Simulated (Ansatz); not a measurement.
Total density of states per atom from r²SCAN (plane waves, PAW; program Ansatz), in 0.25 eV bins, energy from the valence-band maximum:

(E (eV), states/eV/atom): (-7.85, 0.65); (-7.60, 0.36); (-7.35, 0.14); (-7.10, 0.09); (-6.85, 0.06); (-6.60, 0.03); (-6.35, 0.00); (-6.10, 0.00); (-5.85, 0.00); (-5.60, 0.00); (-5.35, 0.00); (-5.10, 0.00); (-4.85, 0.04); (-4.60, 0.17); (-4.35, 0.26); (-4.10, 0.38); (-3.85, 0.43); (-3.60, 0.55); (-3.35, 0.70); (-3.10, 0.92); (-2.85, 0.93); (-2.60, 0.94); (-2.35, 0.98); (-2.10, 1.00); (-1.85, 1.07); (-1.60, 0.90); (-1.35, 0.49); (-1.10, 0.75); (-0.85, 0.92); (-0.60, 0.46); (-0.35, 0.10); (-0.10, 0.01); (0.15, 0.00); (0.40, 0.00); (0.65, 0.00); (0.90, 0.02); (1.15, 0.11); (1.40, 0.21); (1.65, 0.45); (1.90, 0.54); (2.15, 0.71); (2.40, 0.72); (2.65, 0.71); (2.90, 0.65); (3.15, 0.62); (3.40, 0.62); (3.65, 0.65); (3.90, 0.71); (4.15, 0.88); (4.40, 1.01); (4.65, 1.38); (4.90, 0.72); (5.15, 0.47); (5.40, 0.43)

Task: Which of these materials gives this?
A) Ce, fcc (Cu type)
B) PbSe, rock salt
C) GaP, zinc blende
D) Lu, hcp (Mg type)

Result: B, PbSe, rock salt. Top 1 eV of the valence band: Se 4p 73 %, Pb 6s 16 %, Pb 6p 9 %. Bottom 1 eV of the conduction band: Pb 6p 73 %, Se 4s 13 %, Se 4p 9 %. Projections are on Löwdin-orthogonalised atomic valence shells; empty p or d shells of many metals are not among them.

Space group Fm-3m (rock salt). The r²SCAN relaxation kept the symmetry of its start; of distortions, only those at the zone centre were tested. Scalar-relativistic: spin–orbit coupling is off unless named, which matters more the heavier the elements.

Potentials: the later of the program's two PAW sets.
